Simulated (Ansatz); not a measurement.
## CaGe₂Au₂, a database entry at a rescaled volume

```
CELL_PARAMETERS angstrom
-2.23098 2.23098 5.15190
2.23098 -2.23098 5.15190
2.23098 2.23098 -5.15190
ATOMIC_POSITIONS crystal
Ca 0.00000 0.00000 0.00000
Au 0.75000 0.25000 0.50000
Au 0.25000 0.75000 0.50000
Ge 0.37900 0.37900 0.00000
Ge 0.62100 0.62100 0.00000
```

Method: r2SCAN, no spin polarisation; PAW, plane waves to 500 eV, 11×11×11 Γ-centred mesh, fermi-dirac occupations (width 0.1 eV) (Ansatz 0.2.0), atoms fixed.

Task: What do density and ELF say about some of the short contacts?

Result: Ge–Ge at 2.49 Å: least valence density 0.44 e/Å³ and ELF 0.66 there. Au–Ge at 2.60 Å: least valence density 0.41 e/Å³ and ELF 0.39 there. Ca–Ge at 3.39 Å: least valence density 0.07 e/Å³ and ELF 0.05 there. Both are smooth PAW fields, read partly inside the augmentation spheres.

Task: What is the formation energy?

Result: -0.45 eV an atom against the elements' usual phases (free molecules for gases, crystals otherwise, with no correction for O₂ or N₂), so it is bound against them; other compounds may still compete. Relaxing would lower it.

Task: Where is the largest force?

Result: The largest is on Ge4 (and as large on other atoms): 0.42 eV/Å, components (0.00, 0.00, 0.42). It makes 0° with the line to a nearest neighbour, Ge5 at 2.49 Å, pointing towards it.

Task: Give the Bader charges.

Result: Bader charges in e: Ca +1.47, Ge -0.02, Au -0.71. In the mean Ca gives up most and Au takes most.

Task: Is the cell too large or too small?

Result: The pressure is 0.2 GPa (compression positive), so with the atoms held at these fractions the cell is close to zero pressure. The principal stresses -0.4, 0.6, 0.6 GPa differ, so its shape would change too.

Task: Is there a gap?

Result: It is a metal, with about 1.5 states/eV a cell as the mean within 0.25 eV of the Fermi level, mostly Ge p (55 %) and Au d (14 %).

Origin: a database entry at a rescaled volume.
